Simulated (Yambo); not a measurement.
B$_{2}$O$_{3}$ (space group Cmc2_1, No. 36), G0W0@PBEsol in Yambo with this input:

```
rim_cut
gw0
dyson
el_el_corr
HF_and_locXC
ppa
em1d
RandQpts= 1000000
RandGvec= 1 Ry
EXXRLvcs= 84 Ry
VXCRLvcs= 336 Ry
Chimod= "HARTREE"
% BndsRnXp
 1 | 118 |
%
NGsBlkXp= 7 Ry
% LongDrXp
 1.0 | 1.0 | 1.0 |
%
PPAPntXp= 27.2114 eV
% GbndRnge
 1 | 118 |
%
GTermKind= "BG"
DysSolver= "n"
ExtendOut
```

On a 4×4×4 mesh, with wavefunctions cut at 84 Ry, the gap ((0, 0, -0.5) → Γ) is 11.154 eV and the valence edge shifts by -1.512 eV.

### Question
What happens with this change: 1 Ry block?

### Answer
The gap rises by 0.841 eV, to 11.995 eV; the shift of the valence edge becomes -2.170 eV. Neither run is shown to be the converged limit. The mesh misses a band edge: along a dense path the PBEsol gap is 8.49 eV against 8.56 eV on the mesh.

Geometry of the Materials Project entry, not relaxed at this level; primitive cell a = 4.5398 Å, b = 4.5398 Å, c = 4.1334 Å, α = 90.00°, β = 90.00°, γ = 61.15°.

The structure is a Materials Project entry; no match was found in the copy of COD used, and its stability was not checked.

A shift is the quasiparticle energy of the state minus its PBEsol energy.
